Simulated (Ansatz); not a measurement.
BaTiO₃ (tetragonal-perovskite type, space group P4mm)

```
BaTiO3
1.0
    3.95547     0.00000     0.00000
    0.00000     3.95547     0.00000
    0.00000     0.00000     4.04610
Ti Ba O
1 1 3
Direct
  0.50000   0.50000   0.44711
  0.00000   0.00000   0.93192
  0.50000   0.50000   0.90181
  0.50000   0.00000   0.41258
  0.00000   0.50000   0.41258
```

In each cell atom 4 (O, nearest neighbour Ti at 1.983 Å; its periodic images, 4.0 Å or more away, move with it) moves by s·(0.000, -0.998, 0.070) (towards the nearest neighbour), the rest being held.

Method: PBEsol (plane waves to 420 eV, PAW, scalar-relativistic; Ansatz, a first-principles code). k mesh 7×7×7 (Γ-centred), Fermi-Dirac smearing 0.05 eV. E stands for the smeared free energy. Stress and pressure are positive under compression. Left out: 4 of 11 points, with atoms too close for the PAW data. F∥ is the force on the atom along that direction. F⊥ is the part of the force across the line. BaTiO3 is run without spin polarisation. BaTiO3 was relaxed with its symmetry unable to fall. The PAW data are Ansatz's earlier set. ΔE is measured from the undisplaced structure.

```
s (Å)   ΔE (eV/cell)  |F⊥| (eV/Å)  P (GPa)  F∥ (eV/Å)
------  ------------  -----------  -------  ---------
-0.240        0.2659        0.269      4.7      2.779
-0.160        0.1015        0.103      2.0      1.435
-0.080        0.0229        0.026      0.5      0.593
0.000         0.0000        0.000      0.0      0.000
0.080         0.0230        0.002      0.5     -0.599
0.160         0.1029        0.015      2.1     -1.462
0.240         0.2710        0.030      4.8     -2.852
```

Key numbers:

The energy at s = 0.240 Å comes out as 271.0 meV/cell and the force along the line at s = -0.240 Å is 2.78 eV/Å. The force constant k = d²E/ds² at s = 0 (finite differences) comes out as 6.91 eV/Å². Shape of the curve: a single well with its minimum at or next to zero displacement. Harmonic estimate at the end of the scan: ½ks² = 199.0 meV/cell against the computed 271.0 meV/cell, so the well is stiffer than harmonic there.

The 11 points together took around 5 core-minutes (rough).

(For displaced atoms, the force is minus the slope of the energy, and its curvature is a force constant, which sets phonon frequencies.)
